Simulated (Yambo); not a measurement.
RPA spectrum of BeSe (zinc blende, space group F-43m, No. 216) on PBEsol bands in Yambo (18×18×18 mesh, 29 bands, 4 Ry local-field block, 0.2 eV broadening; field along x). CGrdSpXd merges neighbouring transition energies to save time; the report line [X-CG] gives the poles kept by one of the 4 MPI tasks, and where the merging fails may depend on that split.

| CGrdSpXd asked (%) | share reached (%) | poles used (one task) | static ε | largest change of Im ε (% of its maximum) | rough time |
|---|---|---|---|---|---|
| 100 | 100 | 3621 | 5.79 | 0.0 | 1 |
| 70 | 69 | 2533 | 5.79 | 0.0 | within a factor of two |
| 30 | 29 | 1081 | 5.79 | 0.5 | within a factor of two |
| 15 | 1 | 63 | 5.85 | 11 | about 1/2 |
| 5 | 1 | 63 | 5.85 | 11 | about 1/3 |

All runs end normally. In the runs at 15 %, 5 % few poles are left or the spectrum changes by over a quarter of its peak, and no warning says so. Times are rough ratios from shared machines. The k mesh wasn't tested; the rows compare only with each other.

Spin-orbit coupling is not included.

Geometry relaxed with PBEsol; primitive cell a = b = c = 3.628 Å, α = β = γ = 60.00°.
